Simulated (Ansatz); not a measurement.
LiCl:
```cif
data_ClLi
_chemical_formula_sum 'Li1 Cl1'
_space_group_name_H-M_alt 'P 1'
_space_group_IT_number 1
_cell_length_a 3.61502
_cell_length_b 3.61502
_cell_length_c 3.61502
_cell_angle_alpha 60.000
_cell_angle_beta 60.000
_cell_angle_gamma 60.000
loop_
_space_group_symop_operation_xyz
  'x, y, z'
loop_
_atom_site_label
_atom_site_type_symbol
_atom_site_fract_x
_atom_site_fract_y
_atom_site_fract_z
_atom_site_occupancy
Li1 Li 0.00000 0.00000 0.00000 1
Cl1 Cl 0.50000 0.50000 0.50000 1
```

Relaxed with r²SCAN. Independent-particle spectrum: no excitons, no local fields, no scissors shift; 0.1 eV broadening; ε₁ of the summed bands alone.

**Question.** Tabulate the dielectric function from r²SCAN (plane waves, PAW; program Ansatz).

**Answer.** 

```
E (eV)  ε₁ xx  ε₂ xx
------  -----  -----
0.0      2.99   0.00
0.4      2.99   0.00
0.8      3.00   0.00
1.2      3.02   0.00
1.6      3.04   0.00
2.0      3.06   0.00
2.4      3.10   0.00
2.8      3.14   0.00
3.2      3.19   0.00
3.6      3.25   0.00
4.0      3.33   0.00
4.4      3.41   0.00
4.8      3.52   0.00
5.2      3.65   0.00
5.6      3.81   0.00
6.0      4.01   0.00
6.4      4.28   0.00
6.8      4.65   0.00
7.2      5.29   0.01
7.6      6.17   0.42
8.0      7.43   2.17
8.4      5.97   4.11
8.8      5.25   3.90
9.2      5.43   4.16
9.6      5.66   5.65
10.0     2.29   6.66
10.4     3.37   3.81
10.8     1.99   7.73
11.2     0.63   6.71
11.6    -1.09   6.84
12.0    -0.89   4.29
```

**Question.** From ε at 7.8 eV (xx: 7.06 + 0.83i), find n, k, the normal reflectivity and the absorption coefficient.

**Answer.** n = 2.66, k = 0.156, R = 21 %, α = 2kE/ħc = 120000 cm⁻¹.

With all bands, ε∞ without local fields is 3.02. DFPT, with local fields, gives 2.83.

Space group Fm-3m (rock salt). The cell was relaxed with r²SCAN under the symmetry of its start; phonons on a q-mesh show no instability.

Potentials: the later of the program's two PAW sets.
